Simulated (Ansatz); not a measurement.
YBrO:
```xyz
6
Lattice="3.8333 0.0000 0.0000 0.0000 3.8333 0.0000 0.0000 0.0000 8.3628" Properties=species:S:1:pos:R:3 pbc="T T T"
Y      0.0000     1.9166     1.1258
Y      1.9166     0.0000     7.2370
Br     0.0000     1.9166     5.5967
Br     1.9166     0.0000     2.7662
O      0.0000     0.0000     0.0000
O      1.9166     1.9166     0.0000
```

Relaxed with r²SCAN+D4.

Task: Map the electron localisation function on the plane through (0.000, 0.500, 0.135) spanned by u = [1, 0, 0] and v = [0, 0, 1] in lattice vectors, from DFT-r²SCAN+D4 in the program Ansatz with PAW potentials.

Result: x is the fraction of u, y of v (the angle between them is 90°; rows are the nearest grid lines); atoms in the plane: Y at (0.00, 0.00), Br at (0.00, 0.53), O at (0.50, 0.87).
```
y \ x   0.000  0.105  0.158  0.263  0.368  0.474  0.526  0.632  0.737  0.842  0.895   1.00
------  -----  -----  -----  -----  -----  -----  -----  -----  -----  -----  -----  -----
1.00    0.308  0.784  0.862  0.385  0.128  0.453  0.453  0.128  0.385  0.862  0.784  0.308
0.925   0.885  0.834  0.629  0.201  0.806  0.801  0.801  0.806  0.201  0.629  0.834  0.885
0.850   0.058  0.039  0.071  0.671  0.809  0.353  0.353  0.809  0.671  0.071  0.039  0.058
0.775   0.024  0.030  0.052  0.339  0.707  0.797  0.797  0.707  0.339  0.052  0.030  0.024
0.700   0.600  0.510  0.367  0.097  0.065  0.121  0.121  0.065  0.097  0.367  0.510  0.600
0.625   0.832  0.867  0.865  0.766  0.348  0.049  0.049  0.348  0.766  0.865  0.867  0.832
0.550   0.000  0.159  0.692  0.857  0.593  0.059  0.059  0.593  0.857  0.692  0.159  0.000
0.450   0.868  0.897  0.893  0.785  0.375  0.025  0.025  0.375  0.785  0.893  0.897  0.868
0.375   0.802  0.747  0.655  0.255  0.029  0.008  0.008  0.029  0.255  0.655  0.747  0.802
0.300   0.061  0.034  0.021  0.012  0.013  0.015  0.015  0.013  0.012  0.021  0.034  0.061
0.225   0.006  0.010  0.015  0.027  0.033  0.035  0.035  0.033  0.027  0.015  0.010  0.006
0.150   0.159  0.083  0.043  0.026  0.042  0.050  0.050  0.042  0.026  0.043  0.083  0.159
0.0750  0.843  0.856  0.811  0.211  0.025  0.036  0.036  0.025  0.211  0.811  0.856  0.843
0.000   0.308  0.784  0.862  0.385  0.128  0.453  0.453  0.128  0.385  0.862  0.784  0.308
```

The density is the valence pseudo-density with augmentation charge, so density and ELF within about 1 Å of a nucleus are not all-electron values.

Space group P4/nmm. The first step of the workflow began from a Materials Project structure, measured or hypothetical; the Crystallography Open Database copy checked does not list it. Whether it is the stable phase at ambient conditions was not checked. The cell was relaxed with r²SCAN+D4 under the symmetry of its start; its stability against distortions is not shown here. The run is not spin-polarised.

Potentials: the later of the program's two PAW sets.
